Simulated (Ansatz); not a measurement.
**Rocksalt alloy of KCl and RbCl (20 of 32 K sites exchanged), 64 atoms**

Ansatz, PAW, plane waves. PBEsol relaxation of volume and atoms (shape held) at the single k point (¼, ¼, ¼) without its symmetry partners; single points on the relaxed atoms at the single k point (¼, ¼, ¼) without its symmetry partners, onto which points of the small cell's zone fold. Arrangement: random. No spin–orbit coupling unless named.

Relaxed structure:

```cif
data_structure
_symmetry_space_group_name_H-M 'P 1'
_symmetry_Int_Tables_number 1
_cell_length_a 12.8700
_cell_length_b 12.8700
_cell_length_c 12.8700
_cell_angle_alpha 90.000
_cell_angle_beta 90.000
_cell_angle_gamma 90.000
_cell_volume 2131.74
loop_
_atom_site_label
_atom_site_type_symbol
_atom_site_fract_x
_atom_site_fract_y
_atom_site_fract_z
_atom_site_occupancy
Cl1 Cl 0.24961 0.99582 0.99992 1
Cl2 Cl 0.24994 0.00471 0.50102 1
Cl3 Cl 0.24525 0.50440 0.99974 1
Cl4 Cl 0.24952 0.49576 0.50090 1
Cl5 Cl 0.75075 0.99960 0.99472 1
Cl6 Cl 0.74985 0.00051 0.50596 1
Cl7 Cl 0.75504 0.50019 0.99430 1
Cl8 Cl 0.75055 0.49924 0.50528 1
Cl9 Cl 0.00060 0.25027 0.00109 1
Cl10 Cl 0.99962 0.25547 0.49990 1
Cl11 Cl 0.00439 0.74992 0.00556 1
Cl12 Cl 0.99571 0.74451 0.49526 1
Cl13 Cl 0.49954 0.24546 0.00065 1
Cl14 Cl 0.50003 0.25492 0.50020 1
Cl15 Cl 0.49522 0.75423 0.00113 1
Cl16 Cl 0.50422 0.74487 0.49994 1
Cl17 Cl 0.99962 0.99488 0.24463 1
Cl18 Cl 0.99450 0.99954 0.75639 1
Cl19 Cl 0.99961 0.50470 0.24977 1
Cl20 Cl 0.99476 0.50040 0.75082 1
Cl21 Cl 0.50053 0.99951 0.24477 1
Cl22 Cl 0.50556 0.99982 0.75579 1
Cl23 Cl 0.50065 0.50032 0.25442 1
Cl24 Cl 0.50574 0.49992 0.74632 1
Cl25 Cl 0.24976 0.24997 0.25571 1
Cl26 Cl 0.25011 0.24994 0.74505 1
Cl27 Cl 0.24518 0.75010 0.24672 1
Cl28 Cl 0.24970 0.75017 0.75436 1
Cl29 Cl 0.75030 0.24976 0.25689 1
Cl30 Cl 0.74996 0.24966 0.74431 1
Cl31 Cl 0.75509 0.75001 0.25605 1
Cl32 Cl 0.75043 0.75001 0.74529 1
K1 K 0.00010 0.99793 0.00051 1
K2 K 0.00005 0.50202 0.00041 1
K3 K 0.99822 0.49999 0.50041 1
K4 K 0.49998 0.99908 0.99952 1
K5 K 0.50188 0.49904 0.50114 1
K6 K 0.24991 0.25181 0.50044 1
K7 K 0.24843 0.75086 0.00134 1
K8 K 0.74998 0.25200 0.50191 1
K9 K 0.75083 0.74795 0.50130 1
K10 K 0.74999 0.99988 0.75021 1
K11 K 0.75088 0.49997 0.74804 1
K12 K 0.00003 0.74907 0.24980 1
Rb1 Rb 0.99867 0.00005 0.50038 1
Rb2 Rb 0.50118 0.00074 0.50111 1
Rb3 Rb 0.50010 0.50057 0.99964 1
Rb4 Rb 0.24942 0.24941 0.00039 1
Rb5 Rb 0.24926 0.74875 0.49981 1
Rb6 Rb 0.75067 0.24928 0.99888 1
Rb7 Rb 0.75119 0.75052 0.99986 1
Rb8 Rb 0.24953 0.99951 0.24922 1
Rb9 Rb 0.25001 0.00005 0.75159 1
Rb10 Rb 0.24900 0.50053 0.25095 1
Rb11 Rb 0.24947 0.49997 0.74974 1
Rb12 Rb 0.75055 0.99935 0.25037 1
Rb13 Rb 0.75121 0.50041 0.25191 1
Rb14 Rb 0.00005 0.25054 0.25090 1
Rb15 Rb 0.99887 0.25048 0.75001 1
Rb16 Rb 0.99895 0.74945 0.75115 1
Rb17 Rb 0.50002 0.24987 0.25150 1
Rb18 Rb 0.50114 0.24983 0.74926 1
Rb19 Rb 0.50008 0.74999 0.25053 1
Rb20 Rb 0.50113 0.74994 0.75052 1
```

What are the mean bond lengths by pair (pairs within 1.2 times the sum of covalent radii, less contacts 15 % beyond the pair's median; cation–cation pairs of compounds aside; long ionic contacts are cut short by that bound)?

Cl–K 3.178 ± 0.035 Å (standard deviation, 72 bonds); Cl–Rb 3.242 ± 0.033 Å (standard deviation, 120 bonds).

What gap lies between the top filled and the lowest empty level in the single points?

r²SCAN 6.15 eV (8.1 s on NVIDIA GB300). Away from Γ this isn't the crystal's band gap.
